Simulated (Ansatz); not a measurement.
This run works on a generated trial structure, not on a known crystal.

Input and command of a plane-wave DFT calculation in Ansatz:

```yaml
crystal:
  lattice:
    - [4.04362942, 0.0, 0.0]
    - [0.0, 5.52398657, 3.97109786]
    - [0.0, -5.52398657, 3.97109786]
  atoms:
    - { symbol: Ca, position: [0.5, 0.49578899, 0.83817899] }
    - { symbol: Ca, position: [0.5, 0.83817899, 0.49578899] }
    - { symbol: Zr, position: [0.0, 0.22202601, 0.22202601] }
    - { symbol: Se, position: [0.0, 0.49360299, 0.018388] }
    - { symbol: Se, position: [0.5, 0.484485, 0.484485] }
    - { symbol: Se, position: [0.5, 0.01753, 0.01753] }
    - { symbol: Se, position: [0.0, 0.018388, 0.49360299] }
basis:
  ecutwfc: 420
kpoints:
  mp_grid: { grid: [3, 2, 2] }
hamiltonian:
  xc: pbe
scf:
  occupations: { method: gaussian, width: 0.15 }
  lower_state_search: "off"
output:
  forces: true
  stress: true
  eigenvalues: true
relax:
  adjacent_minimum: "off"
  f_tol: 0.08
  max_steps: 16
  cell: { stress_tol: 0.8 }
```

```bash
ansatz run input.yaml --threads 1 --pin off --max-ram 2560MiB --backend cpu --events-out ev --progress --plain --runs-dir out
```

Processor: Arm Neoverse V1, 1 thread, on a host shared with other jobs.

Problem. Estimate time, memory and problem size.

Solution. About 91 s, peak memory 0.43 GiB. It solves 58 bands at 6 k points (after reduction by symmetry) with about 3905 plane waves (on the last cell), in 89 SCF iterations over 11 ionic steps.
